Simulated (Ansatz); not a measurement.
## Is this Ni result the lowest state?

We look at Ni: an experimental structure (space group Fm-3m, primitive cell doubled), with 2 atoms per cell. Source: COD entry 9008476; it may be a high-temperature, high-pressure or metastable form.

All numbers below come from Ansatz development build ahead of 0.2.0, DFT, r2SCAN, PAW, plane waves, scalar-relativistic.

```yaml
crystal:
  lattice:
    - [0.0, -1.76194, -1.76194]
    - [-3.52388, -1.76194, -1.76194]
    - [0.0, 1.76194, -1.76194]
  atoms:
    - { symbol: Ni, position: [0.0, 0.0, 0.0], spin: 2.0 }
    - { symbol: Ni, position: [0.0, 0.5, 0.5], spin: 2.0 }
magnetization:
  spin_polarized: true
hamiltonian:
  xc: r2scan
  pseudopotentials: { kind: paw }
basis:
  ecutwfc: 500
kpoints:
  mp_grid: { grid: [12, 7, 10] }
scf:
  occupations: { method: gaussian, width: 0.1 }
  lower_state_search: "off"
output:
  forces: true
  stress: true
```

Wall time and machine: 34 s on 2 threads of Arm Neoverse V1 (shared host), peak memory 0.55 GiB.

The end of the output:

```
SCF converged after 14 iterations
Magnetization: 1.5144 μB (18.7572 up, 17.2428 down)
Absolute magnetization: 1.8669 μB (∫|ρ↑−ρ↓|, with the PAW one-centre terms)
Spin contamination: 0.0435 ħ² per cell (⟨S²⟩ above its minimum at these occupations)
Per-site moments (μB) at R_I (Å): [(0.8266, 1.0278), (0.8266, 1.0278)]
Free energy (F): -11690.570568 eV
Harris-Foulkes:  -11690.570568 eV  (|F-HF|=5.45e-9)
Internal energy: -11690.558641 eV  (E = F + TS)
E sigma→0 (E₀):  -11690.564605 eV
Entropy (-TS):   -0.011926 eV (-5.963 meV/atom)
Fermi energy:    18.016048 eV
--- Forces (eV/Å), atoms counted from 1 ---
  atom   1  Ni     0.00000000    -0.00000000     0.00000000
  atom   2  Ni     0.00000000     0.00000000     0.00000000
--- Stress (GPa, compression-positive) ---
       -7.534465       0.078740       0.078740
        0.078772      -7.969321       0.254693
        0.078772       0.254693      -7.969321
  P = ⅓ Tr σ = -7.8244 GPa (-78.244 kbar)
```

The mesh has less symmetry than the lattice, which lowers the symmetry of the run.

r2SCAN tends to overstate moments and magnetic energies in itinerant metals.

Site moments are taken inside atomic spheres and don't add up to the total.

Q: Would you trust this as the ground state? If a lower solution is known, describe it.

A: None of the other runs went lower. It is the lowest of 3 states reached by 12 converged runs, and the next lies 116 meV/atom higher (antiferromagnetic, site moments Ni1 0.30, Ni2 -0.30 μB, total 0.00 μB per cell, no gap on the k-mesh). That doesn't prove a ground state. This multiple of the primitive cell fits some opposed orders; other multiples fit others. Only collinear orders within this cell were tried; the true ground state may need a larger cell.
